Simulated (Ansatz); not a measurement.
### Question
GaSb (rock salt, space group No. 225) is relaxed with plane-wave PAW r²SCAN (Ansatz code). What lattice parameters of the conventional cell result?

### Answer
a = 5.740 Å.

### Question
Is it a metal or does it have a gap at this level?

### Answer
No gap at this level.

Space group Fm-3m (rock salt). The start of the workflow was typed in or built on a structure type; neither database checked (COD, Materials Project) lists it. It is not the phase usual at ambient conditions (space group No. 216). Symmetry was held in the r²SCAN relaxation; whether a distortion lowers the energy is not shown. Spin–orbit coupling is left out wherever it is not named.

Potentials: the earlier of the program's two PAW sets.
